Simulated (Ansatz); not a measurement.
# Computed properties of RbLuSe2

RbLuSe₂:
```
RbLuSe2
1.0
    2.06986     1.19504     7.93341
   -2.06986     1.19504     7.93341
    0.00000    -2.39007     7.93341
Se Lu Rb
2 1 1
Cartesian
  0.00000   0.00000   5.49533
  0.00000   0.00000  18.30490
  0.00000   0.00000  11.90011
  0.00000   0.00000   0.00000
```

Space group R-3m (No. 166); conventional cell a = b = 4.1397 Å, c = 23.8002 Å, α = β = 90.00°, γ = 120.00°.

Method: DFT-r²SCAN in the program Ansatz with PAW potentials. Geometry: relaxed at this level of theory. Other levels are named where they apply.

Cell and energy:

* **Volume per atom**: 29.44 Å³
* **Density**: 5.90 g/cm³
* **Formation energy from the elements (no fitted shifts)**: -1.97 eV/atom

Electronic structure:

Band gap: 2.35 eV (indirect)
Valence-band maximum: at Γ
Conduction-band minimum: at F (3 equivalent valleys)
Smallest direct gap on the standard path: 3.16 eV
Electron effective mass: 0.28, 0.50, 1.8 mₑ (principal values)
Hole effective mass, band 1 of 2 at the edge: 0.73 along x, 2.5 along z (mₑ)
Hole effective mass, band 2 of 2 at the edge: 0.19 along x, 2.5 along z (mₑ)

Mechanics:

Bulk modulus (Birch–Murnaghan fit): 41.1 GPa
Pressure derivative B′: 4.5

Charges:

- Bader charges = Se -1.37, Lu +1.94, Rb +0.79 e

The measured cell (COD 4318778, doi:10.1021/ic020324j; 153 K, pressure taken as ambient) has 29.06 Å³ per atom; the computed volume differs by 1.3 %, which includes thermal expansion and zero-point motion.

The workflow started from an entry of the Crystallography Open Database (COD, 153 K). Its standing as an ambient phase is unchecked. The cell was relaxed with r²SCAN under the symmetry of its start; its stability against distortions is not shown here. The references are the lowest solids computed at this level, not always the standard phases. Scalar-relativistic: spin–orbit coupling is off unless named, which matters more the heavier the elements.

Potentials: the later of the program's two PAW sets.
